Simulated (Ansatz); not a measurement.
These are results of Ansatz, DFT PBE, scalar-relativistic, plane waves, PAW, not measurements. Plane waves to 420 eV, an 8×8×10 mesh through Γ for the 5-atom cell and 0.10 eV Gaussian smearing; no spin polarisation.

The zero of energy is the elements' standard structures at the same level; no fitted shifts are applied.

**Question.** Give a relaxed trial structure of an orthorhombic metal made of Si and Sr, with a formation energy near −0.09 eV/atom and a density near 3.04 g/cm³, in a cell of 5 atoms.

**Answer.** SrSi4, space group Cmmm (No. 65). Around Sr lie 14 Si at 3.27–3.47 Å and 2 Sr at 3.93 Å; around Si on its first site lie 3 Si at 2.31–2.37 Å and 4 Sr at 3.32 Å; Si on its second site is surrounded by 2 Si at 2.37 Å, 2 Si at 2.54 Å and 3 Sr at 3.27–3.47 Å.

```
CELL_PARAMETERS angstrom
2.41569 -5.75583 0.00000
2.41569 5.75583 0.00000
0.00000 0.00000 3.92781
ATOMIC_POSITIONS crystal
Sr 0.50000 0.50000 0.00000
Si 0.10028 0.89972 0.50000
Si 0.89972 0.10028 0.50000
Si 0.21591 0.78409 0.00000
Si 0.78409 0.21591 0.00000
```

| Property | Result |
| --- | --- |
| Volume per atom | 21.85 Å³ |
| Density | 3.04 g/cm³ |
| Formation energy | −0.09 eV/atom |
| Gap on the 8×8×10 mesh of the 5-atom cell | 0 eV (a metal) |

The cell was found from a structure generator's guess, not taken from experiment. The answer needn't be unique; the calculation gave this one.

Symmetry constrained the relaxation, so the result can be a saddle point.
